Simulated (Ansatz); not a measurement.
Hf2O:
Space group P6₃/mmc (No. 194); a = b = 3.1288 Å, c = 10.7742 Å, α = β = 90.00°, γ = 120.00°

```csv
atom,site,symmetry,x,y,z
Hf,4f,3m.,0.3333,0.6667,0.1110
O,2b,-6m2,0.0000,0.0000,0.2500
```

Relaxed at zero pressure with PBEsol in the plane-wave PAW code Ansatz.

Problem. The volume is lowered by 6 % and shape and atoms relax at that volume. What pressure results, and how do the axes share the change?

Solution. 12.7 GPa; a -2.2 %, b -2.2 %, c -1.8 %; the energy rises by 34 meV/atom.

Problem. Give the new structure.

Solution. 
Space group P6₃/mmc (No. 194); a = 3.0605 Å, b = 3.0605 Å, c = 10.5844 Å, α = 90.00°, β = 90.00°, γ = 120.00°

| atom | site | symmetry | x | y | z |
|---|---|---|---|---|---|
| Hf | 4f | 3m. | 0.3333 | 0.6667 | 0.1111 |
| O | 2b | -6m2 | 0.0000 | 0.0000 | 0.2500 |

The phase is kept; no other phase was compared at this pressure.

Space group P6_3/mmc. The start of the workflow was typed in or built on a structure type; neither database checked (COD, Materials Project) lists it. Its standing as an ambient phase is unchecked. Symmetry was held in the PBEsol relaxation; its stability against distortions is not shown here. No spin polarisation was allowed. Spin–orbit coupling is left out wherever it is not named.

Potentials: the earlier of the program's two PAW sets. The files were generated under PBE; for other functionals the program regenerates the frozen cores, and for LDA and PBEsol the local potential too.
